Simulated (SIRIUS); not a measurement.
A self-consistent single point of Pt (Fm-3m, 4 atoms in the cell; from Materials Project mp-126, changed as shown) with SIRIUS.

Method: LDA (PW92), GBRV LDA ultrasoft pseudopotentials (plane waves; SIRIUS).

The change in words: lattice scaled by 1.02. Reference geometry (Fm-3m):
```
CELL_PARAMETERS angstrom
      3.94315     0.00000     0.00000
      0.00000     3.94315     0.00000
      0.00000     0.00000     3.94315
ATOMIC_POSITIONS crystal
  Pt 0.00000 0.00000 0.00000
  Pt 0.00000 0.50000 0.50000
  Pt 0.50000 0.00000 0.50000
  Pt 0.50000 0.50000 0.00000
```

Reference input (self-consistent single point, DFT, LDA (PW92), plane waves, GBRV LDA ultrasoft pseudopotentials): parameters.ngridk = 8 8 8; parameters.xc_functionals = [XC_LDA_X, XC_LDA_C_PW]; parameters.gk_cutoff = 6.325 1/bohr; parameters.pw_cutoff = 14.143 1/bohr; parameters.smearing = fermi_dirac; parameters.smearing_width = 0.00367493 Ha; potentials = GBRV LDA ultrasoft pseudopotentials; parameters.electronic_structure_method = pseudopotential; parameters.num_bands = 38; parameters.num_mag_dims = 0; parameters.num_dft_iter = 100; parameters.energy_tol = 1e-07 Ha. This run's input differs from it in these lines:

```diff
@@ -32,5 +32,5 @@
     "lattice_vectors": [
-      [7.4514735683, 0.0, 0.0],
-      [0.0, 7.4514735683, 0.0],
-      [0.0, 0.0, 7.4514735683]
+      [7.6005030397, 0.0, 0.0],
+      [0.0, 7.6005030397, 0.0],
+      [0.0, 0.0, 7.6005030397]
     ],
@@ -44,5 +44,5 @@
         [0.0, 0.0, 0.0],
-        [0.0, 3.7257367842, 3.7257367842],
-        [3.7257367842, 0.0, 3.7257367842],
-        [3.7257367842, 3.7257367842, 0.0]
+        [0.0, 3.8002515198, 3.8002515198],
+        [3.8002515198, 0.0, 3.8002515198],
+        [3.8002515198, 3.8002515198, 0.0]
       ]
```

Output (repeated stretches shortened):

```
[find] density tolerance         : 1e-06
[find] total energy tolerance    : 1e-07
[find] iter_solver_tol (initial) : 0.01
[find] iter_solver_tol (target)  : 1e-13
[find] num_dft_iter              : 100
Charges and magnetic moments
--------------------------------------------------------------------------------
total charge          : 64.000000
[find] | SCF iteration   0 out of 100|
[diagonalize] iterative solver tolerance (occupied, empty): 0.01 0.01
[diagonalize] average number of iterations: 1.77143
[find] Charges and magnetic moments
[find] total charge          : 64.000000
[find] Energy
   [... lines left out ...]

[find] Charges and magnetic moments
[find] total charge          : 64.000000
[find] Energy
[find] smearing (-TS)                 :      -0.00893508
[find] Total energy                   :    -421.63032322 (Ha),    -843.26064645 (Ry)
[find] Free energy (E-TS)             :    -421.63925830 (Ha),    -843.27851661 (Ry)
[find] band gap (eV)                  :       0.00000000
[find] Efermi                         :       0.73533385
[find] iteration : 25, RMS (target) : 5.7044e-07 (1.0000e-06) , energy difference (target) : -1.3098e-08 (1.0000e-07)
[find] bands are converged : true
[find] iterative solver converged : false
[find] converged after 26 SCF iterations!
[find] Charges and magnetic moments
[find] total charge          : 64.000000
[find] Energy
[find] smearing (-TS)                 :      -0.00893508
[find] Total energy                   :    -421.63032322 (Ha),    -843.26064645 (Ry)
[find] Free energy (E-TS)             :    -421.63925830 (Ha),    -843.27851661 (Ry)
[find] band gap (eV)                  :       0.00000000
[find] Efermi                         :       0.73533385
[ground_state] === stress tensor components [kbar] ===
[ground_state] === stress_total ===
[ground_state]   241.189178   -0.000000    0.000000
[ground_state]    -0.000000  241.189178   -0.000000
[ground_state]     0.000000   -0.000000  241.189178
[ground_state] ==== total Forces in Ha/bohr =====
[ground_state] atom:    0, force:       0.0000000      0.0000000      0.0000000
   [... zero for the other atoms too ...]
```

The run converged in 26 iterations. SIRIUS prints the stress tensor with tension positive. Against the reference run the free energy goes up by 102 meV/atom and the pressure goes from -11.76 to -24.12 GPa.

The structure comes from a collection of computed structures, made at another level of theory; the collection holds predicted forms beside known ones. At this pressure the cell is far from its equilibrium volume at this level.

Cost on one core: around 90 core-seconds (rough).

The gap that the log prints is read on the run's mesh, which can miss the band edges or a crossing.
